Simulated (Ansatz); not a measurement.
Relaxed-ion elastic tensor of AlCo (CsCl type, Pm-3m) in GPa (Voigt order), the program Ansatz at the PBEsol level (PAW); density 6.34 g/cm³, 11.24 Å³ per atom.

|  | 1 | 2 | 3 | 4 | 5 | 6 |
|---|---|---|---|---|---|---|
| 1 | 305 | 138 | 138 | 0.0 | 0.0 | 0.0 |
| 2 | 138 | 305 | 138 | 0.0 | 0.0 | 0.0 |
| 3 | 138 | 138 | 305 | 0.0 | 0.0 | 0.0 |
| 4 | 0.0 | 0.0 | 0.0 | 153 | 0.0 | 0.0 |
| 5 | 0.0 | 0.0 | 0.0 | 0.0 | 153 | 0.0 |
| 6 | 0.0 | 0.0 | 0.0 | 0.0 | 0.0 | 153 |

**Question.** Is the crystal mechanically stable?

**Answer.** Yes: the smallest eigenvalue of C is 153 GPa.

**Question.** Work out the Voigt, Reuss and Hill averages.

**Answer.** K_V = 194, K_R = 194, K_H = 194; G_V = 125, G_R = 115, G_H = 120 GPa.

**Question.** Give Young's modulus, Poisson's ratio, Pugh's ratio and the universal anisotropy index.

**Answer.** E = 9KG/(3K + G) = 298 GPa; ν = 0.24; K/G = 1.62 (brittle by the Pugh limit of 1.75); A_U = 5G_V/G_R + K_V/K_R − 6 = 0.46.

**Question.** Estimate the sound speeds and the Debye temperature.

**Answer.** v_l = √((K + 4G/3)/ρ) = 7460 m/s, v_t = √(G/ρ) = 4340 m/s, mean 4820 m/s; Θ = (h/k)(3n/4πV)^(1/3) v_m = 641 K.

**Question.** Give the Zener ratio and Young's modulus along [100], [110] and [111].

**Answer.** A = 2C44/(C11 − C12) = 1.83; 1/E = S11 − 2(S11 − S12 − S44/2)Γ with Γ = 0, 1/4, 1/3 gives 219, 311, 363 GPa.

**Question.** Solve the Christoffel equation for the three sound speeds along [100], [110], [111].

**Answer.** Eigenvalues of C_ijkl n_j n_l equal ρv². In km/s, slowest first: [100] 4.91, 4.91, 6.93; [110] 3.62, 4.91, 7.68; [111] 4.10, 4.10, 7.91.

Symmetry was held in the PBEsol relaxation; of distortions, only those at the zone centre were tested. The workflow began spin-polarised and lost its moments. As this level gives no gap, shear constants depend on the k-mesh and smearing (Fermi–Dirac, 0.1 eV here).

Potentials: the later of the program's two PAW sets.
